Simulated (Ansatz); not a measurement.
SnGe₃O₈ (Immm) at 3 levels of theory

One geometry, relaxed with PBE; plane waves with PAW potentials in Ansatz, scalar-relativistic. No spin polarisation. Gaps are the least over mesh and band path; pressure is positive in compression.

```
Sn Ge O
1.0
    -2.99284    3.21474    3.26485
     2.99284   -3.21474    3.26485
     2.99284    3.21474   -3.26485
Sn Ge O
1 3 8
Direct
  0.00000 0.50000 0.50000
  0.00000 0.00000 0.00000
  0.50000 0.75258 0.25259
  0.50000 0.24742 0.74741
  0.68810 0.68810 0.00000
  0.68496 0.18496 0.50000
  0.80141 0.76633 0.56774
  0.80141 0.23367 0.03509
  0.31189 0.31189 0.00000
  0.31504 0.81504 0.50000
  0.19859 0.76633 0.96491
  0.19859 0.23367 0.43226
```

| level | cutoff (eV) | k mesh | gap (eV) | pressure (GPa) |
| --- | --- | --- | --- | --- |
| PBE | 420 | 6×6×6 | 0.91 | 0.0 |
| r2SCAN | 500 | 6×6×6 | 1.55 | -9.7 |
| LDA | 420 | 6×6×6 | 0.79 | -12.8 |

It was reached by relaxing an invented guess, and it needn't be the stable form of this composition.
